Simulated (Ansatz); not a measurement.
Input, command and steps of an Ansatz relaxation.

```yaml
crystal:
  lattice:
    - [4.0489607504, 0.0, 0.0]
    - [0.0, 4.0489607504, 0.0]
    - [0.0, 0.0, 4.4551714771]
  atoms:
    - { symbol: Ba, position: [0.0, 0.0, -0.0269993651] }
    - { symbol: Ti, position: [0.5, 0.5, 0.4648188599] }
    - { symbol: O, position: [0.5, 0.5, 0.0542930523] }
    - { symbol: O, position: [0.5, 0.0, 0.5254437264] }
    - { symbol: O, position: [0.0, 0.5, 0.5254437264] }
basis:
  ecutwfc: 420
kpoints:
  mp_grid: { grid: [8, 8, 8] }
hamiltonian:
  xc: pbe
  hubbard: { sites: [{ species: Ti, l: d, u_eff: 4.0 }] }
scf:
  occupations: { method: gaussian, width: 0.02 }
output:
  forces: true
  stress: true
  eigenvalues: true
relax:
  adjacent_minimum: "off"
  f_tol: 0.01
  max_steps: 30
  cell: { stress_tol: 0.1, fix: [volume] }
```

```bash
ansatz run input.yaml --threads 2 --pin off --max-ram 5120MiB --backend cpu --events-out ev --progress --plain --runs-dir out
```

All numbers below come from DFT PBE+U, scalar-relativistic, plane waves, PAW (Ansatz 0.2.0).

The volume is held at 1.1 times that of the relaxed cell.

Of 12 frames 9 are shown, positions in Å and forces in eV/Å; the SCF threshold varies from step to step. Steps run on the plane waves of an earlier cell, with a Pulay correction in the pressure. The basis is chosen afresh for the last frame, the zero of the energies, and at times for earlier ones too; energy and pressure step there, also at an unchanged geometry. The mark taken_back stands on steps that the optimiser undid.

```xyz
5
Lattice="4.0490 0.0000 0.0000 0.0000 4.0490 0.0000 0.0000 0.0000 4.4552" Properties=species:S:1:pos:R:3:forces:R:3 pbc="T T T" step=1 free_energy_over_end_meV_per_atom=7.93 pressure_GPa=-7.84
Ba    0.0000    0.0000   -0.1203    0.0000    0.0000   -0.0766
Ti    2.0245    2.0245    2.0708    0.0000    0.0000   -0.3909
O     2.0245    2.0245    0.2419    0.0000    0.0000    0.5031
O     2.0245    0.0000    2.3409    0.0000    0.0000   -0.0178
O     0.0000    2.0245    2.3409    0.0000    0.0000   -0.0178
5
Lattice="4.0316 0.0000 0.0000 0.0000 4.0316 0.0000 0.0000 0.0000 4.4937" Properties=species:S:1:pos:R:3:forces:R:3 pbc="T T T" step=2 free_energy_over_end_meV_per_atom=6.63 pressure_GPa=-6.50
Ba    0.0000    0.0000   -0.1903    0.0000    0.0000    0.1962
Ti    2.0158    2.0158    2.1015    0.0000    0.0000   -0.7212
O     2.0158    2.0158    0.2836    0.0000    0.0000    0.2462
O     2.0158    0.0000    2.3695    0.0000    0.0000    0.1393
O     0.0000    2.0158    2.3695    0.0000    0.0000    0.1393
5
Lattice="4.0221 0.0000 0.0000 0.0000 4.0221 0.0000 0.0000 0.0000 4.5149" Properties=species:S:1:pos:R:3:forces:R:3 pbc="T T T" step=3 free_energy_over_end_meV_per_atom=4.25 pressure_GPa=-6.19
Ba    0.0000    0.0000   -0.1784    0.0000    0.0000    0.0736
Ti    2.0110    2.0110    2.0965    0.0000    0.0000   -0.4632
O     2.0110    2.0110    0.2856    0.0000    0.0000    0.1957
O     2.0110    0.0000    2.3814    0.0000    0.0000    0.0968
O     0.0000    2.0110    2.3814    0.0000    0.0000    0.0968
5
Lattice="3.9775 0.0000 0.0000 0.0000 3.9775 0.0000 0.0000 0.0000 4.6168" Properties=species:S:1:pos:R:3:forces:R:3 pbc="T T T" step=5 free_energy_over_end_meV_per_atom=1.18 pressure_GPa=-4.13
Ba    0.0000    0.0000   -0.2178    0.0000    0.0000   -0.0360
Ti    1.9887    1.9887    2.1087    0.0000    0.0000    0.0684
O     1.9887    1.9887    0.3206    0.0000    0.0000   -0.0672
O     1.9887    0.0000    2.4561    0.0000    0.0000    0.0174
O     0.0000    1.9887    2.4561    0.0000    0.0000    0.0174
5
Lattice="3.9683 0.0000 0.0000 0.0000 3.9683 0.0000 0.0000 0.0000 4.6382" Properties=species:S:1:pos:R:3:forces:R:3 pbc="T T T" step=6 free_energy_over_end_meV_per_atom=1.06 pressure_GPa=-3.79
Ba    0.0000    0.0000   -0.2373    0.0000    0.0000    0.0080
Ti    1.9841    1.9841    2.1163    0.0000    0.0000    0.0115
O     1.9841    1.9841    0.3267    0.0000    0.0000   -0.0072
O     1.9841    0.0000    2.4756    0.0000    0.0000   -0.0061
O     0.0000    1.9841    2.4756    0.0000    0.0000   -0.0061
5
Lattice="3.9682 0.0000 0.0000 0.0000 3.9682 0.0000 0.0000 0.0000 4.6384" Properties=species:S:1:pos:R:3:forces:R:3 pbc="T T T" step=7 free_energy_over_end_meV_per_atom=1.05 pressure_GPa=-3.82
Ba    0.0000    0.0000   -0.2353    0.0000    0.0000    0.0012
Ti    1.9841    1.9841    2.1166    0.0000    0.0000    0.0046
O     1.9841    1.9841    0.3265    0.0000    0.0000   -0.0053
O     1.9841    0.0000    2.4746    0.0000    0.0000   -0.0003
O     0.0000    1.9841    2.4746    0.0000    0.0000   -0.0003
5
Lattice="3.9682 0.0000 0.0000 0.0000 3.9682 0.0000 0.0000 0.0000 4.6384" Properties=species:S:1:pos:R:3:forces:R:3 pbc="T T T" step=8 free_energy_over_end_meV_per_atom=0.22 pressure_GPa=-3.73
Ba    0.0000    0.0000   -0.2353    0.0000    0.0000    0.0011
Ti    1.9841    1.9841    2.1166    0.0000    0.0000    0.0062
O     1.9841    1.9841    0.3265    0.0000    0.0000   -0.0074
O     1.9841    0.0000    2.4746    0.0000    0.0000    0.0001
O     0.0000    1.9841    2.4746    0.0000    0.0000    0.0001
5
Lattice="3.9521 0.0000 0.0000 0.0000 3.9521 0.0000 0.0000 0.0000 4.6763" Properties=species:S:1:pos:R:3:forces:R:3 pbc="T T T" step=10 free_energy_over_end_meV_per_atom=0.06 pressure_GPa=-3.24 taken_back
Ba    0.0000    0.0000   -0.2486    0.0000    0.0000   -0.0150
Ti    1.9760    1.9760    2.1271    0.0000    0.0000    0.0085
O     1.9760    1.9760    0.3351    0.0000    0.0000    0.0417
O     1.9760    0.0000    2.5010    0.0000    0.0000   -0.0176
O     0.0000    1.9760    2.5010    0.0000    0.0000   -0.0176
5
Lattice="3.9528 0.0000 0.0000 0.0000 3.9528 0.0000 0.0000 0.0000 4.6746" Properties=species:S:1:pos:R:3:forces:R:3 pbc="T T T" step=12 free_energy_over_end_meV_per_atom=0.00 pressure_GPa=-3.17
Ba    0.0000    0.0000   -0.2501    0.0000    0.0000    0.0000
Ti    1.9764    1.9764    2.1278    0.0000    0.0000    0.0012
O     1.9764    1.9764    0.3374    0.0000    0.0000   -0.0023
O     1.9764    0.0000    2.4989    0.0000    0.0000    0.0005
O     0.0000    1.9764    2.4989    0.0000    0.0000    0.0005
```

It took 98 s on 2 threads of Intel(R) Xeon(R) Platinum 8375C CPU @ 2.90GHz (Ice Lake) (shared host), peak memory 0.56 GiB.